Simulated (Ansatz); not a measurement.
La:
```
La
1.0
    3.76309     0.00000     0.00000
   -1.88155     3.25893     0.00000
    0.00000     0.00000    11.98260
La
4
Direct
  0.00000   0.00000   0.00000
  0.00000   0.00000   0.50000
  0.33333   0.66667   0.25000
  0.66667   0.33333   0.75000
```

Relaxed with r²SCAN+D4. Special points in fractions of this cell's reciprocal vectors: Γ (0.000, 0.000, 0.000); M (0.500, 0.000, 0.000); K (0.333, 0.333, 0.000); A (0.000, 0.000, 0.500); L (0.500, 0.000, 0.500); H (0.333, 0.333, 0.500).

### Question
List the band energies nearest the Fermi level at these points for r²SCAN+D4 (plane waves, PAW; program Ansatz).

### Answer
In eV from the Fermi level; about four levels below and three above (degenerate sets whole), none deeper than 8.9 eV; points with the same levels are listed once.

| k | below | above |
|---|---|---|
| Γ | -3.31 -1.90 -1.90 -1.86 | 0.54 0.71 1.33 1.33 |
| M | -1.12 -0.69 -0.28 -0.22 | 0.52 1.05 1.25 |
| K | -0.62 -0.54 -0.54 -0.03 | 0.11 0.11 0.96 |
| A | -2.82 -2.82 -1.76 -1.76 | 0.92 0.92 1.38 1.38 |
| L | -1.44 -1.44 -1.15 -1.15 | 0.77 0.77 1.41 1.41 |
| H | -0.09 -0.09 -0.06 -0.06 | 0.95 0.95 0.96 0.96 |

Space group P6_3/mmc (dhcp (α-La type)). The r²SCAN+D4 relaxation kept the symmetry of its start. The pairwise dispersion correction was not fitted to metals. Scalar-relativistic: spin–orbit coupling is off unless named, which matters more the heavier the elements.

Potentials: the later of the program's two PAW sets.
